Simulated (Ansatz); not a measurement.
The start is a relaxed Sb cell with every coordinate shifted by Gaussian noise of σ = 0.2 Å. A full variable-cell relaxation at zero pressure is run with r2SCAN (plane waves to 500 eV, PAW, scalar-relativistic; Ansatz, a first-principles code). First-step values are on the input's coarse k-mesh.

Ansatz input (later rounds restart from its end on a renewed k-mesh):
Ansatz 0.2 input:
```yaml
crystal:
  lattice:
    - [2.1710352914, 1.2534478099, 3.8714452942]
    - [-2.1710352914, 1.2534478099, 3.8714452942]
    - [0, -2.5068956198, 3.8714452942]
  atoms:
    - { symbol: Sb, position: [0.1868570673, 0.2274859315, 0.2597685545] }
    - { symbol: Sb, position: [0.7896263886, 0.6635284694, 0.9071661222] }
basis: { ecutwfc: 500, ecutrho_ratio: 4, xc_grid: 4, fft_grid_basis: typed }
kpoints: { mp_grid: { grid: [9, 9, 9] } }
hamiltonian:
  xc: r2scan
  dispersion: none
  pseudopotentials: { azcp: { folder: ./paw }, kind: paw }
scf: { occupations: { method: fermi_dirac, width: 0.05 } }
relax: { f_tol: 0.01, max_steps: 100, cell: { stress_tol: 0.02 } }
output: { forces: true, stress: true }
```

### Question
How much energy is released per atom?

### Answer
0.65 eV/atom.

### Question
Is the parent structure recovered?

### Answer
It relaxes back to the parent, R-3m (No. 166).

### Question
How do the shortest distances between atoms change?

### Answer
The closest pairs of elements (up to four, under 3.6 Å), start → end: Sb–Sb 2.37 → 2.92 Å.

### Question
Is the relaxed structure metallic? Give its gap.

### Answer
No gap (metallic).

It ends as:

Space group R-3m, hexagonal axes (No. 166); a = b = 4.3419 Å, c = 11.6174 Å, α = β = 90.00°, γ = 120.00°

```tsv
atom	site	symmetry	x	y	z
Sb	6c	3m	0.0000	0.0000	0.2686
```
(The calculation used a cell of 2 atoms; values per cell refer to that cell.)

Final values are on a 13×13×13 k-mesh of the relaxed cell. No spin polarisation in the result.

The run could not lose the symmetry of its start.
